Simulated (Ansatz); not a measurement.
## Bond compression in Os (hcp type)

```
Os
1.0
     2.73060    0.00000    0.00000
    -1.36530    2.36477    0.00000
     0.00000    0.00000    4.42357
Os
2
Cartesian
  0.0000 1.5765 1.1059
  1.3653 0.7883 3.3177
```

The cell is held at a set volume and isn't relaxed, so it needn't be at zero pressure.

Its shortest bond, of 2.716 Å between atom 1 (Os) and the nearest image of atom 2 (Os), is scaled by moving both atoms along it, with the cell held. The force apart is half the difference of the two atoms' forces along the bond; it holds the pull and push of their other neighbours too.

Computed with Ansatz 0.2.0; functional LDA, scalar-relativistic. Settings: a Γ-centred 13×13×7 k mesh, Fermi–Dirac smearing of 0.05 eV, no spin polarisation. Methods: LAPW: all electrons, basis error target 1 meV/atom; PAW: frozen-core files, cutoff 420 eV.

Energies are extrapolated to zero smearing and count from the unscaled cell; pressure is positive in compression; gaps take the mesh and a band path. No temperature or zero-point motion is included.

Spin–orbit coupling is left out, which matters for the heavy atoms. The PAW files were made under PBE.

| bond (Å) | force apart (eV/Å) | P LAPW (GPa) | ΔE LAPW (eV/atom) | P PAW − LAPW (GPa) | ΔE PAW − LAPW (meV/atom) | force PAW − LAPW (eV/Å) |
| --- | --- | --- | --- | --- | --- | --- |
| 2.716 | 0.00 | -17.12 | 0.000 | -0.03 | 0.0 | 0.000 |
| 2.553 | 1.78 | -12.84 | 0.072 | -0.03 | -0.1 | -0.002 |
| 2.064 | ? | 62.1 | 1.758 | -0.01 | -2.6 | -0.028 |

(1) What belongs in the row "2.064", column "force apart (eV/Å)"?

## Answers

(1) 15.63.
